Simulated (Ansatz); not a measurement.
**La$_{4}$Sb$_{3}$: input and output**

input.yaml (Ansatz 0.2.0)

```yaml
crystal:
  lattice:
    - [-4.80008837, 4.80008837, 4.80008837]
    - [4.80008837, -4.80008837, 4.80008837]
    - [4.80008837, 4.80008837, -4.80008837]
  atoms:
    - { symbol: Sb, position: [0.25, 0.625, 0.375] }
    - { symbol: Sb, position: [0.375, 0.25, 0.625] }
    - { symbol: Sb, position: [0.75, 0.875, 0.125] }
    - { symbol: Sb, position: [0.125, 0.75, 0.875] }
    - { symbol: Sb, position: [0.625, 0.375, 0.25] }
    - { symbol: Sb, position: [0.875, 0.125, 0.75] }
    - { symbol: La, position: [0.142, 0.142, 0.142] }
    - { symbol: La, position: [0.858, 0.5, 0.0] }
    - { symbol: La, position: [0.5, 0.0, 0.358] }
    - { symbol: La, position: [0.0, 0.858, 0.5] }
    - { symbol: La, position: [0.358, 0.5, 0.0] }
    - { symbol: La, position: [0.642, 0.642, 0.642] }
    - { symbol: La, position: [0.0, 0.358, 0.5] }
    - { symbol: La, position: [0.5, 0.0, 0.858] }
  symmetry: { tolerance: 0.0003 }
kpoints:
  mp_grid: { grid: [5, 5, 5], shift: [0, 0, 0] }
  band_path:
    path:
      - [0.0, 0.0, 0.0]
      - [0.5, -0.5, 0.5]
      - [0.0, 0.0, 0.5]
      - [0.0, 0.0, 0.0]
      - [0.25, 0.25, 0.25]
      - [0.5, -0.5, 0.5]
      - [0.25, 0.25, 0.25]
      - [0.0, 0.0, 0.5]
    npoints: 8
magnetization:
  spin_polarized: false
scf:
  occupations: { method: fermi_dirac }
  lower_state_search: "off"
  max_iter: 200
hamiltonian:
  pseudopotentials: { kind: paw }
  xc: pbesol
basis:
  ecutwfc: 420
  fft_grid_basis: typed
output:
  forces: true
  stress: true
  eigenvalues: true
  bader: true
  populations: true
  elf: true
  write_potential: true
  volumetric_format: npy
  dos:
    e_range: [-12, 8]
    de: 0.05
    projected: { site_lists: { La: [La], Sb: [Sb] } }
checkpoint:
  read: saved_state
```

The saved state is an earlier solution for the same cell, perhaps on another mesh. 

Parts of the output:

```
La: projections on atomic orbitals take those of the free atom [Kr 4d10] 4f0 5s2 5p6 5d1 6s2, of charge +0.00 (hamiltonian.pseudopotentials.projection_atoms); the dataset's partial waves leave at most 1.9e-5 of an orbital's norm unspanned inside its sphere
Pseudopotentials: kind: paw
Pseudopotential: Sb, paw, valence charge 15, recommended cutoff 420 eV (normal), Sb.paw.azcp
Pseudopotential: La, paw, valence charge 11, recommended cutoff 420 eV (normal), La.paw.azcp
Functional definition: PBEsol
  exchange = pbesol_x
  correlation = pbesol_c
Crystal: 14 atoms, lattice volume = 442.392 Å³
Basis set: ecut = 420 eV, 8589 PW (Γ), exchange–correlation on 120×120×120 points (8 copies of the dense FFT grid, shifted against one another)
Bands: 107, of which v1, the nominal top of the filled ones, is band 89 counted from 1 (88 counted from 0)
Symmetry: 24 space group operations
Space group: I-43d (ITA 220), of the structure as read, at distance tolerance 2.3e-3 Å
k-points: 10 of 125 (time reversal used)
Initial density: read from a saved state, or passed on in memory by an earlier SCF of this step, an earlier step, the calling program or the single point that the run made first
Functional: x = pbesol(κ = 0.804, μ = 0.1235), c = pbesol(β = 0.046)
SCF iter   1: F=—  Δρ=3.32e-4  dr2=2.70e-4
SCF iter   2: F=—  Δρ=1.83e-4  dr2=9.53e-5
SCF iter   3: F=—  Δρ=2.81e-5  dr2=4.19e-6
SCF iter   4: F=—  Δρ=7.13e-6  dr2=3.85e-7
SCF iter   5: F=-87755.0675 eV  Δρ=1.93e-6  dr2=3.05e-8
Free energy (F): -87755.0675 eV
Harris-Foulkes:  -87755.0675 eV  (|F-HF|=1.12e-8)
Internal energy: -87754.6001 eV  (E = F + TS)
E sigma→0 (E₀):  -87754.8338 eV
Entropy (-TS):   -0.4674 eV (-33.384 meV/atom)
Fermi energy:    11.5120 eV
--- Forces (eV/Å), atoms counted from 1 ---
  atom   1  Sb     0.0000     0.0000     0.0000
  atom   2  Sb     0.0000     0.0000     0.0000
  atom   3  Sb     0.0000     0.0000     0.0000
  atom   4  Sb     0.0000     0.0000     0.0000
  atom   5  Sb     0.0000     0.0000     0.0000
  atom   6  Sb     0.0000     0.0000     0.0000
  atom   7  La     0.0086     0.0086     0.0086
  atom   8  La     0.0086    -0.0086    -0.0086
  atom   9  La    -0.0086    -0.0086     0.0086
  atom  10  La    -0.0086     0.0086    -0.0086
  atom  11  La     0.0086    -0.0086    -0.0086
  atom  12  La     0.0086     0.0086     0.0086
  atom  13  La    -0.0086     0.0086    -0.0086
  atom  14  La    -0.0086    -0.0086     0.0086
--- Stress (GPa, compression-positive) ---
       -0.4801       0.0000       0.0000
        0.0000      -0.4801       0.0000
        0.0000       0.0000      -0.4801
  P = ⅓ Tr σ = -0.4801 GPa (-4.801 kbar)
--- Löwdin populations: 14 sites ---
  site symbol       q [e]
     0     Sb     15.0819
     1     Sb     15.0819
     2     Sb     15.0819
     3     Sb     15.0819
     4     Sb     15.0819
     5     Sb     15.0819
     6     La     10.9008
     7     La     10.9008
     8     La     10.9008
     9     La     10.9008
    10     La     10.9008
    11     La     10.9008
    12     La     10.9008
    13     La     10.9008
  spilling = 0.0017 (of n_electrons = 178.0000)
--- Bader charges: 14 sites ---
  site symbol  charge [e]  shift [e]
     0     Sb     -1.5670     0.0000
     1     Sb     -1.5670     0.0000
     2     Sb     -1.5670     0.0000
     3     Sb     -1.5670     0.0000
     4     Sb     -1.5670     0.0000
     5     Sb     -1.5670     0.0000
     6     La      1.1752     0.0000
     7     La      1.1753     0.0000
     8     La      1.1752     0.0000
     9     La      1.1753     0.0000
    10     La      1.1752     0.0000
    11     La      1.1753     0.0000
    12     La      1.1752     0.0000
    13     La      1.1753     0.0000
```

Total energies depend on the potentials used, so only differences within one code and one set of settings carry meaning.

Origin: a database entry at a rescaled volume. Caveats: many states at the Fermi level without spin polarisation, so a magnetic state may lie lower; f levels without a U or exact exchange are poorly placed.
